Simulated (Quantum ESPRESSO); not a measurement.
ScTi6Ru, finding a planted mistake in a log

Computed values, not a measurement. The program is pw.x of Quantum ESPRESSO 7.5 (plane-wave density functional theory). The cell is made up: eight metal atoms on a face-centred cubic lattice, with elements, volume, strain and displacements drawn at random and not relaxed, so it may be unstable or far from any real phase. PseudoDojo standard norm-conserving files set the functional (PBE unless stated); there is no spin polarisation or spin-orbit coupling, the Fermi-Dirac width of 0.25 eV means electrons at about 2900 K, and the masses in the input are unused placeholders. A spin test at this wide smearing found no moment, but such smearing suppresses magnetism that the real alloy may have.

Intended input:

```
&control calculation='scf', pseudo_dir='./dojo.nc.sr.pbe.v0_5.standard.upf', outdir='./o', disk_io='minimal', tprnfor=.true., tstress=.true. /
&system ibrav=0, nat=8, ntyp=3, nbnd=68, ecutwfc=84.00895049, nosym=.true., tot_charge=0,
 occupations='smearing', smearing='fd', degauss=0.0183746611
/
&electrons conv_thr=1.470e-08, electron_maxstep=70, mixing_beta=0.5 /
ATOMIC_SPECIES
Ru 1.0 Ru.upf
Sc 1.0 Sc.upf
Ti 1.0 Ti.upf
CELL_PARAMETERS angstrom
2.0935 4.1351 2.1146
2.005 -4.0818 2.0963
1.9787 0.0084 -6.2458
ATOMIC_POSITIONS angstrom
Sc 0.0194 0.0904 -0.0143
Ti 1.9367 -2.0684 -0.0044
Ti 2.0586 0.061 -2.0356
Ti 4.0771 -1.9661 -2.0486
Ti 2.0659 0.0488 2.1922
Ru 2.0088 2.1656 0.2048
Ti 4.1103 0.0145 -0.0044
Ti 4.0705 2.184 -2.0718
K_POINTS automatic
5 5 4 1 1 1
```

The log is shortened where brackets say so; the opening notice, blank lines, dates and the lines on written files are dropped, and the path of the files is cut. It prints rydbergs, bohrs and kilobars, and counts compression as positive stress. Its total energy is the free energy E - TS of the whole cell.

Log of the intended run:

```
     Program PWSCF v.7.5
     Parallel version (MPI & OpenMP), running on       4 processor cores
     Number of MPI processes:                 4
     Threads/MPI process:                     1
     [start-up lines left out]
     bravais-lattice index     =            0
     lattice parameter (alat)  =       9.6271  a.u.
     unit-cell volume          =     940.6159 (a.u.)^3
     number of atoms/cell      =            8
     number of atomic types    =            3
     number of electrons       =        99.00
     number of Kohn-Sham states=           68
     kinetic-energy cutoff     =      84.0090  Ry
     charge density cutoff     =     336.0358  Ry
     scf convergence threshold =      1.5E-08
     mixing beta               =       0.5000
     number of iterations used =            8  plain     mixing
     Exchange-correlation= PBE
                           (   1   4   3   4   0   0   0)
     [axes and pseudopotential details left out]
   Cartesian axes
     site n.     atom                  positions (alat units)
         1        Sc     tau(   1) = (   0.0038081   0.0177448  -0.0028070  )
         2        Ti     tau(   2) = (   0.3801595  -0.4060112  -0.0008637  )
         3        Ti     tau(   3) = (   0.4040875   0.0119738  -0.3995728  )
         4        Ti     tau(   4) = (   0.8003037  -0.3859305  -0.4021246  )
         5        Ti     tau(   5) = (   0.4055205   0.0095791   0.4303122  )
         6        Ru     tau(   6) = (   0.3943122   0.4250908   0.0402007  )
         7        Ti     tau(   7) = (   0.8068206   0.0028462  -0.0008637  )
         8        Ti     tau(   8) = (   0.7990082   0.4287026  -0.4066786  )
     number of k points=    50  Fermi-Dirac smearing, width (Ry)=  0.0184
                       cart. coord. in units 2pi/alat
        k(    1) = (   0.2666136  -0.0028326  -0.0174967), wk =   0.0400000
        k(    2) = (   0.4246880  -0.0041925  -0.1713344), wk =   0.0400000
     [further k points left out]
     Dense  grid:    97873 G-vectors     FFT dimensions: (  60,  60,  75)
     Estimated max dynamical RAM per process >     325.93 MB
     Estimated total dynamical RAM >       1.20 GB
     Initial potential from superposition of free atoms
     starting charge      98.9871, renormalised to      99.0000
     Starting wfcs are   80 randomized atomic wfcs
     total cpu time spent up to now is        5.2 secs
     per-process dynamical memory:   254.7 Mb
     Self-consistent Calculation
     iteration #  1     ecut=    84.01 Ry     beta= 0.50
     Davidson diagonalization with overlap
     ethr =  1.00E-02,  avg # of iterations =  2.9
     total cpu time spent up to now is       16.3 secs
     total energy              =   -1009.97755374 Ry
     estimated scf accuracy    <       2.08116753 Ry
     iteration #  2     ecut=    84.01 Ry     beta= 0.50
     Davidson diagonalization with overlap
     ethr =  2.10E-03,  avg # of iterations =  5.0
     total cpu time spent up to now is       30.2 secs
     total energy              =   -1010.10618227 Ry
     estimated scf accuracy    <      18.32833524 Ry
     [iterations 3 to 23 left out]
     iteration # 24     ecut=    84.01 Ry     beta= 0.50
     Davidson diagonalization with overlap
     ethr =  2.11E-11,  avg # of iterations =  6.3
     total cpu time spent up to now is      275.0 secs
     total energy              =   -1011.27415853 Ry
     estimated scf accuracy    <       0.00000002 Ry
     iteration # 25     ecut=    84.01 Ry     beta= 0.50
     Davidson diagonalization with overlap
     ethr =  2.11E-11,  avg # of iterations =  1.0
     total cpu time spent up to now is      285.4 secs
     End of self-consistent calculation
     [lines on levels left out]
!    total energy              =   -1011.27415853 Ry
     estimated scf accuracy    <          3.2E-09 Ry
     smearing contrib. (-TS)   =      -0.19154121 Ry
     internal energy E=F+TS    =   -1011.08261732 Ry
     The total energy is F=E-TS. E is the sum of the following terms:
     one-electron contribution =    -334.49408971 Ry
     hartree contribution      =     203.57215135 Ry
     xc contribution           =    -155.13987705 Ry
     ewald contribution        =    -725.02080190 Ry
     convergence has been achieved in  25 iterations
     Forces acting on atoms (cartesian axes, Ry/au):
     atom    1 type  2   force =     0.01915763    0.00468235    0.00896957
     atom    2 type  3   force =     0.01976437    0.01484266   -0.02025276
     atom    3 type  3   force =     0.00025201    0.00478891   -0.00812495
     atom    4 type  3   force =    -0.00707442   -0.01020914    0.00334634
     atom    5 type  3   force =    -0.00012515   -0.01466423   -0.02106886
     atom    6 type  1   force =     0.01344597   -0.00251753   -0.01869710
     atom    7 type  3   force =    -0.02851699    0.01057109    0.02766386
     atom    8 type  3   force =    -0.01690343   -0.00749410    0.02816390
     Total force =     0.075934     Total SCF correction =     0.000084
     Computing stress (Cartesian axis) and pressure
          total   stress  (Ry/bohr**3)                   (kbar)     P=       15.11
   0.00006589  -0.00009616  -0.00004416            9.69      -14.15       -6.50
  -0.00009616   0.00012390  -0.00005758          -14.15       18.23       -8.47
  -0.00004416  -0.00005758   0.00011845           -6.50       -8.47       17.42
     init_run     :      4.89s CPU      5.11s WALL (       1 calls)
     electrons    :    279.52s CPU    280.29s WALL (       1 calls)
     forces       :      1.56s CPU      1.57s WALL (       1 calls)
     stress       :      5.08s CPU      5.08s WALL (       1 calls)
     [timing details left out]
     PWSCF        :   4m51.13s CPU   4m52.16s WALL
     JOB DONE.
```

A second run was made from an input with one planted mistake. Its log:

```
     Program PWSCF v.7.5
     Parallel version (MPI & OpenMP), running on       4 processor cores
     Number of MPI processes:                 4
     Threads/MPI process:                     1
     [start-up lines left out]
     bravais-lattice index     =            0
     lattice parameter (alat)  =       9.6271  a.u.
     unit-cell volume          =     940.6159 (a.u.)^3
     number of atoms/cell      =            8
     number of atomic types    =            3
     number of electrons       =        99.00
     number of Kohn-Sham states=           68
     kinetic-energy cutoff     =      84.0090  Ry
     charge density cutoff     =     336.0358  Ry
     scf convergence threshold =      1.5E-08
     mixing beta               =       0.5000
     number of iterations used =            8  plain     mixing
     Exchange-correlation= PBE
                           (   1   4   3   4   0   0   0)
     [axes and pseudopotential details left out]
   Cartesian axes
     site n.     atom                  positions (alat units)
         1        Ti     tau(   1) = (   0.0038081   0.0177448  -0.0028070  )
         2        Ti     tau(   2) = (   0.3801595  -0.4060112  -0.0008637  )
         3        Ti     tau(   3) = (   0.4040875   0.0119738  -0.3995728  )
         4        Ti     tau(   4) = (   0.8003037  -0.3859305  -0.4021246  )
         5        Ti     tau(   5) = (   0.4055205   0.0095791   0.4303122  )
         6        Ru     tau(   6) = (   0.3943122   0.4250908   0.0402007  )
         7        Sc     tau(   7) = (   0.8068206   0.0028462  -0.0008637  )
         8        Ti     tau(   8) = (   0.7990082   0.4287026  -0.4066786  )
     number of k points=    50  Fermi-Dirac smearing, width (Ry)=  0.0184
                       cart. coord. in units 2pi/alat
        k(    1) = (   0.2666136  -0.0028326  -0.0174967), wk =   0.0400000
        k(    2) = (   0.4246880  -0.0041925  -0.1713344), wk =   0.0400000
     [further k points left out]
     Dense  grid:    97873 G-vectors     FFT dimensions: (  60,  60,  75)
     Estimated max dynamical RAM per process >     325.93 MB
     Estimated total dynamical RAM >       1.20 GB
     Initial potential from superposition of free atoms
     starting charge      98.9871, renormalised to      99.0000
     Starting wfcs are   80 randomized atomic wfcs
     total cpu time spent up to now is        5.2 secs
     per-process dynamical memory:   254.7 Mb
     Self-consistent Calculation
     iteration #  1     ecut=    84.01 Ry     beta= 0.50
     Davidson diagonalization with overlap
     ethr =  1.00E-02,  avg # of iterations =  2.9
     total cpu time spent up to now is       16.5 secs
     total energy              =   -1009.96723218 Ry
     estimated scf accuracy    <       2.10817033 Ry
     iteration #  2     ecut=    84.01 Ry     beta= 0.50
     Davidson diagonalization with overlap
     ethr =  2.13E-03,  avg # of iterations =  5.2
     total cpu time spent up to now is       30.3 secs
     total energy              =   -1010.12688547 Ry
     estimated scf accuracy    <      18.42561954 Ry
     [iterations 3 to 19 left out]
     iteration # 20     ecut=    84.01 Ry     beta= 0.50
     Davidson diagonalization with overlap
     ethr =  2.57E-10,  avg # of iterations =  5.9
     total cpu time spent up to now is      234.2 secs
     total energy              =   -1011.28546941 Ry
     estimated scf accuracy    <       0.00000004 Ry
     iteration # 21     ecut=    84.01 Ry     beta= 0.50
     Davidson diagonalization with overlap
     ethr =  4.36E-11,  avg # of iterations =  3.5
     total cpu time spent up to now is      246.2 secs
     End of self-consistent calculation
     [lines on levels left out]
!    total energy              =   -1011.28546941 Ry
     estimated scf accuracy    <          9.0E-09 Ry
     smearing contrib. (-TS)   =      -0.19221474 Ry
     internal energy E=F+TS    =   -1011.09325467 Ry
     The total energy is F=E-TS. E is the sum of the following terms:
     one-electron contribution =    -335.78174722 Ry
     hartree contribution      =     204.20869582 Ry
     xc contribution           =    -155.13151831 Ry
     ewald contribution        =    -724.38868497 Ry
     convergence has been achieved in  21 iterations
     Forces acting on atoms (cartesian axes, Ry/au):
     atom    1 type  3   force =     0.02349831    0.00411224   -0.00292654
     atom    2 type  3   force =     0.00342659    0.01612264    0.00075886
     atom    3 type  3   force =    -0.01257955    0.00644982    0.00192311
     atom    4 type  3   force =     0.00780909   -0.01407059   -0.01644567
     atom    5 type  3   force =    -0.00615984   -0.01395612   -0.01051265
     atom    6 type  1   force =     0.00331672   -0.00191890   -0.00889738
     atom    7 type  2   force =    -0.02604102    0.01618270    0.02457557
     atom    8 type  3   force =     0.00672972   -0.01292177    0.01152470
     Total force =     0.062522     Total SCF correction =     0.000114
     Computing stress (Cartesian axis) and pressure
          total   stress  (Ry/bohr**3)                   (kbar)     P=       12.81
   0.00006021  -0.00005520  -0.00003735            8.86       -8.12       -5.49
  -0.00005520   0.00009008   0.00001752           -8.12       13.25        2.58
  -0.00003735   0.00001752   0.00011103           -5.49        2.58       16.33
     init_run     :      4.91s CPU      5.13s WALL (       1 calls)
     electrons    :    240.33s CPU    241.05s WALL (       1 calls)
     forces       :      1.50s CPU      1.52s WALL (       1 calls)
     stress       :      5.06s CPU      5.06s WALL (       1 calls)
     [timing details left out]
     PWSCF        :   4m11.90s CPU   4m12.87s WALL
     JOB DONE.
```

Question: the log repeats what the program read. Compare it with the intended run: what was wrong in the second input?

Answer: two atoms have their elements exchanged. The input lines that differ:

```
- Sc 0.0194 0.0904 -0.0143
+ Ti 0.0194 0.0904 -0.0143
- Ti 4.1103 0.0145 -0.0044
+ Sc 4.1103 0.0145 -0.0044
```

|  | intended run | run with the mistake |
| --- | --- | --- |
| free energy (eV) | -13759.086 | -13759.240 |
| entropy term -TS, part of it (eV) | -2.606 | -2.615 |
| pressure (GPa) | 1.51 | 1.28 |
| size of the largest force component (eV/Å) | 0.733 | 0.670 |
| largest change of a force component (eV/Å) |  | 0.608 |
| iterations | 25 | 21 |

For scale, a rerun of the intended cell at a higher cutoff and on a denser mesh moved values by no more than 0.003 eV in energy, 0.02 GPa in stress and 0.003 eV/Å in force, and a second program with other atomic files agreed on that cell to 2 % rms in force and 0.5 GPa in pressure.